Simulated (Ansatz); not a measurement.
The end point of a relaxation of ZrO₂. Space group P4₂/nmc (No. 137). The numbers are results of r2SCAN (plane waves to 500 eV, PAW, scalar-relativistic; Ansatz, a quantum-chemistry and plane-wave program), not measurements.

```cif
data_O4Zr2
_chemical_formula_sum 'Zr2 O4'
_space_group_name_H-M_alt 'P42/nmc :1'
_space_group_IT_number 137
_space_group_name_Hall 'P 4n 2n -1n'
_cell_length_a 3.60108
_cell_length_b 3.60108
_cell_length_c 5.22992
_cell_angle_alpha 90.000
_cell_angle_beta 90.000
_cell_angle_gamma 90.000
loop_
_space_group_symop_operation_xyz
  'x, y, z'
  '-y+1/2, x+1/2, z+1/2'
  '-x, -y, z'
  'y+1/2, -x+1/2, z+1/2'
  'x+1/2, -y+1/2, -z+1/2'
  '-y, -x, -z'
  '-x+1/2, y+1/2, -z+1/2'
  'y, x, -z'
  '-x+1/2, -y+1/2, -z+1/2'
  'y, -x, -z'
  'x+1/2, y+1/2, -z+1/2'
  '-y, x, -z'
  '-x, y, z'
  'y+1/2, x+1/2, z+1/2'
  'x, -y, z'
  '-y+1/2, -x+1/2, z+1/2'
loop_
_atom_site_label
_atom_site_type_symbol
_atom_site_symmetry_multiplicity
_atom_site_Wyckoff_symbol
_atom_site_fract_x
_atom_site_fract_y
_atom_site_fract_z
_atom_site_occupancy
Zr1 Zr 2 a 0.00000 0.00000 0.00000 1
O1 O 4 d 0.50000 0.00000 0.19639 1
```

- Volume per atom = 11.30 Å³
- Density = 6.03 g/cm³
- Band gap = 4.60 eV, indirect (valence top at k = (0.2222, 0.2222, 0), conduction bottom at Γ) (no spin-orbit coupling)
- Smallest direct gap = 4.72 eV at Γ
- Shortest distances = O–Zr 2.07 Å; O–O 2.61 Å
- k-mesh = 9×9×7

No spin polarisation in the result.

The run could not lose the symmetry of its start.

It was reached from a disturbed copy of a Fm-3m (No. 225) cell (fluorite type), against which it lies -0.030 eV/atom.

The first start was generated by placing the elements on the sites of a structure type. A measured structure of ZrO2 has the same space group, P4₂/nmc (No. 137); the sites were not compared with it.
